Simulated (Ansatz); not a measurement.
Data:

YSeO₃:
```
YSeO3
1.0
    5.93901     0.00000     0.00000
    0.00000    12.26097     0.00000
   -2.45018     0.00000     8.57547
Y Se O
8 8 24
Direct
  0.75922   0.56240   0.08306
  0.24078   0.43760   0.91694
  0.24078   0.06240   0.41694
  0.75922   0.93760   0.58306
  0.63902   0.24410   0.16048
  0.36098   0.75590   0.83952
  0.36098   0.74410   0.33952
  0.63902   0.25590   0.66048
  0.95340   0.84108   0.97965
  0.04660   0.15892   0.02035
  0.04660   0.34108   0.52035
  0.95340   0.65892   0.47965
  0.63520   0.98718   0.18109
  0.36480   0.01282   0.81891
  0.36480   0.48718   0.31891
  0.63520   0.51282   0.68109
  0.02314   0.18000   0.20470
  0.97686   0.82000   0.79530
  0.97686   0.68000   0.29530
  0.02314   0.32000   0.70470
  0.86676   0.98447   0.35491
  0.13324   0.01553   0.64509
  0.13324   0.48447   0.14509
  0.86676   0.51553   0.85491
  0.78945   0.27555   0.42764
  0.21055   0.72445   0.57236
  0.21055   0.77555   0.07236
  0.78945   0.22445   0.92764
  0.74888   0.75348   0.48979
  0.25112   0.24652   0.51021
  0.25112   0.25348   0.01021
  0.74888   0.74652   0.98979
  0.59458   0.40522   0.08229
  0.40542   0.59478   0.91771
  0.40542   0.90522   0.41771
  0.59458   0.09478   0.58229
  0.55010   0.59034   0.27517
  0.44990   0.40966   0.72483
  0.44990   0.09034   0.22483
  0.55010   0.90966   0.77517
```

This is the r²SCAN-relaxed structure. x, y and z are the axes in which the lattice vectors are written.

**Question.** All from r²SCAN in the plane-wave PAW code Ansatz, unless another level is named. Give the band gap.

**Answer.** 2.17 eV (indirect).

**Question.** What about the smallest direct gap on the standard path?

**Answer.** 2.30 eV.

**Question.** Predict the valence-band maximum.

**Answer.** off the standard path, at k = (-0.083, 0.000, -0.479).

Space group P2_1/c. The first step of the workflow began from a Materials Project structure, measured or hypothetical; the Crystallography Open Database copy checked does not list it. Whether it is the stable phase at ambient conditions was not checked. Symmetry was held in the r²SCAN relaxation; its stability against distortions is not shown here. The run is not spin-polarised. Scalar-relativistic: spin–orbit coupling is off unless named, which matters more the heavier the elements.

Potentials: the later of the program's two PAW sets.
